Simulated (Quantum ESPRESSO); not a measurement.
# Band energies of YHSe

```
YHSe
1.0
    3.79456     0.00000     0.00000
   -1.89728     3.28619     0.00000
    0.00000     0.00000     3.85157
H Se Y
1 1 1
Direct
  0.33333   0.66667   0.00000
  0.66667   0.33333   0.50000
  0.00000   0.00000   0.00000
```

PBEsol (pw.x of Quantum ESPRESSO, ONCV potentials, with spin-orbit coupling); path ΓMKΓALHA,LM,KH; energies in eV from the valence-band maximum.

| k (1/Å) | point | band 28 | band 29 | band 30 | band 31 | band 32 | band 33 | band 34 | band 35 |
|---|---|---|---|---|---|---|---|---|---|
| 0.00 | Γ | -1.55 | 1.35 | 1.35 | 3.87 | 3.87 | 3.93 | 3.93 | 4.07 |
| 0.53 |  | -1.52 | 2.04 | 2.04 | 3.66 | 3.66 | 4.10 | 4.10 | 4.24 |
| 0.96 | M | -1.50 | 2.75 | 2.75 | 3.40 | 3.40 | 4.46 | 4.46 | 4.58 |
| 1.18 |  | -1.05 | 2.52 | 2.55 | 2.70 | 2.73 | 4.19 | 4.22 | 5.52 |
| 1.51 | K | -0.67 | 2.06 | 2.08 | 2.79 | 2.81 | 3.11 | 3.15 | 6.85 |
| 1.84 |  | -0.99 | 2.10 | 2.11 | 2.59 | 2.62 | 4.36 | 4.39 | 5.18 |
| 2.50 |  | -1.56 | 1.57 | 1.58 | 3.69 | 3.70 | 3.90 | 3.91 | 4.06 |
| 2.61 | Γ | -1.55 | 1.35 | 1.35 | 3.87 | 3.87 | 3.93 | 3.93 | 4.07 |
| 3.12 |  | -0.36 | 1.97 | 2.02 | 2.02 | 2.02 | 3.01 | 3.01 | 4.30 |
| 3.43 | A | 0.00 | 1.72 | 1.72 | 1.78 | 1.78 | 3.69 | 3.69 | 3.77 |
| 3.75 |  | -1.37 | 2.25 | 2.25 | 3.30 | 3.30 | 3.33 | 3.33 | 4.51 |
| 4.28 |  | -2.41 | 3.64 | 3.64 | 4.75 | 4.75 | 5.08 | 5.08 | 6.25 |
| 4.38 | L | -2.44 | 3.68 | 3.68 | 4.99 | 4.99 | 5.14 | 5.14 | 6.10 |
| 4.94 | H | -2.46 | 4.07 | 4.07 | 4.46 | 4.50 | 5.36 | 5.36 | 5.93 |
| 5.49 |  | -2.02 | 3.18 | 3.19 | 3.56 | 3.58 | 4.39 | 4.41 | 5.45 |
| 6.04 | A | 0.00 | 1.72 | 1.72 | 1.78 | 1.78 | 3.69 | 3.69 | 3.77 |
| 6.04 | L | -2.44 | 3.68 | 3.68 | 4.99 | 4.99 | 5.14 | 5.14 | 6.10 |
| 6.55 |  | -1.83 | 2.99 | 3.01 | 3.68 | 3.74 | 4.00 | 4.03 | 5.06 |
| 6.86 | M | -1.50 | 2.75 | 2.75 | 3.40 | 3.40 | 4.46 | 4.46 | 4.58 |
| 6.86 | K | -0.67 | 2.06 | 2.08 | 2.79 | 2.81 | 3.11 | 3.15 | 6.85 |
| 7.06 |  | -1.22 | 2.79 | 2.79 | 3.23 | 3.24 | 3.29 | 3.31 | 6.42 |
| 7.67 | H | -2.46 | 4.07 | 4.07 | 4.46 | 4.50 | 5.36 | 5.36 | 5.93 |

The PBEsol gap is indirect, 1.35 eV, from A to Γ; the smallest direct gap is 1.72 eV.

Geometry relaxed with PBEsol.

The structure is a Materials Project entry; no match was found in the copy of COD used, and its stability was not checked.
